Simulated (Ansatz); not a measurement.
RbIO3 in space group R3m (No. 160; Rb on 3a, I on 3a, O on 9b), DFT-r²SCAN in the program Ansatz with PAW potentials, all energies at zero smearing, with the estimated change up to a 700 eV cutoff added, with one set of potentials and settings (totals compare only within such a set). Cell of 5 atoms (1 Rb, 1 I, 3 O): -12509.012 eV.

| element | reference phase | E (eV/atom) |
|---|---|---|
| Rb | Cmcm, 2 atoms in the cell | -3278.0015 |
| I | Cmce, 4 atoms in the cell | -7528.0245 |
| O | C2/m, 4 atoms in the cell, spin-polarised | -566.0281 |

Formation energy per atom, worked out: (-12509.012 − 1×(-3278.0015) − 1×(-7528.0245) − 3×(-566.0281))/5 = -0.980 eV/atom (-95 kJ per mol of atoms), at 0 K, without zero-point energy or fitted corrections.

The workflow started from a Materials Project entry (that database holds measured and hypothetical structures alike); the Crystallography Open Database copy checked does not list it. Whether it is the stable phase at ambient conditions was not checked. The cell was relaxed with r²SCAN under the symmetry of its start; whether a distortion lowers the energy is not shown. The references are the lowest solids computed at this level, not always the standard phases (solids in place of the gases). Scalar-relativistic: spin–orbit coupling is off unless named, which matters more the heavier the elements.

Potentials: the later of the program's two PAW sets.
